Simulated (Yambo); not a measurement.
Yambo input for CaI2 (CdI2 type, space group P-3m1, No. 164) (a = 4.4322 Å, b = 4.4322 Å, c = 6.9195 Å, α = 90.00°, β = 90.00°, γ = 120.00°), on PBEsol (Quantum ESPRESSO, PseudoDojo norm-conserving, 70 Ry, scalar-relativistic) wavefunctions on a 6×6×2 mesh:

```
optics
chi
dipoles
kernel
FFTGvecs= 40 Ry
Chimod= "HARTREE"
NGsBlkXd= 4 Ry
% QpntsRXd
 1 | 1 |
%
% BndsRnXd
 1 | 85 |
%
GrFnTpXd= "R"
% EnRngeXd
 0.0 | 20.0 | eV
%
% DmRngeXd
 0.2 | 0.2 | eV
%
CGrdSpXd= 50
ETStpsXd= 161
% LongDrXd
 1.0 | 0.0 | 0.0 |
%
% XfnQP_E
 1.861 | 1.0 | 1.0 |
%
```

First lines of the file o-*.eps_q1_inv_rpa_dyson:

```
Absorption @ Q(1):   1.00000000     0.00000000     0.00000000    [q->0 direction]
#
# [ X ] Hartree size     :  123
# [GEN] GF Energies     : Perdew, Burke & Ernzerhof SOL(X)+Perdew, Burke & Ernzerhof SOL(C)+ user defined corrections @E
# [GEN] Green`s Function     : Retarded
#
# [GEN] Gauge     : Length
# [GEN] [r,Vnl] included     : yes
#
#    E[1] [eV]     Im(eps)     Re(eps)     Im(eps_o)     Re(eps_o)
#
     0.000000     0.11022E-10     3.214916     -0.40652E-17     3.772160
     0.125000     0.001454     3.215369     0.001958     3.772770
     0.250000     0.002913     3.216730     0.003922     3.774602
     0.375000     0.004380     3.219002     0.005899     3.777661
     0.500000     0.005862     3.222193     0.007896     3.781959
     0.625000     0.007362     3.226313     0.009918     3.787508
     0.750000     0.008886     3.231376     0.011973     3.794328
     0.875000     0.010439     3.237396     0.014068     3.802440
     1.000000     0.012026     3.244395     0.016211     3.811872
     1.125000     0.013653     3.252394     0.018410     3.822656
     1.250000     0.015327     3.261421     0.020674     3.834830
     1.375000     0.017053     3.271507     0.023011     3.848435
     1.500000     0.018839     3.282685     0.025433     3.863521
     1.625000     0.020694     3.294997     0.027950     3.880144
     1.750000     0.022625     3.308487     0.030573     3.898366
     1.875000     0.024643     3.323205     0.033318     3.918257
     2.000000     0.026757     3.339207     0.036197     3.939896
     2.125000     0.028979     3.356558     0.039229     3.963373
     2.250000     0.031324     3.375327     0.042431     3.988785
     2.375000     0.033804     3.395594     0.045825     4.016246
     2.500000     0.036438     3.417450     0.049435     4.045881
     2.625000     0.039245     3.440993     0.053287     4.077830
     2.750000     0.042245     3.466338     0.057413     4.112253
     2.875000     0.045466     3.493610     0.061850     4.149329
     3.000000     0.048937     3.522955     0.066640     4.189261
     3.125000     0.052691     3.554536     0.071831     4.232281
     3.250000     0.056769     3.588538     0.077481     4.278652
     3.375000     0.061220     3.625175     0.083661     4.328675
     3.500000     0.066101     3.664691     0.090451     4.382698
     3.625000     0.071480     3.707368     0.097953     4.441123
     3.750000     0.077443     3.753535     0.106286     4.504417
     3.875000     0.084091     3.803575     0.115601     4.573128
     4.000000     0.091554     3.857941     0.126084     4.647903
```
(The file goes on to the top of the energy range.) Convergence of the RPA response with its 6×6×2 mesh was not tested. The scissor comes from a G0W0 run whose convergence isn't established.

Spin-orbit coupling is not included.

Geometry relaxed with PBE+D3(BJ).
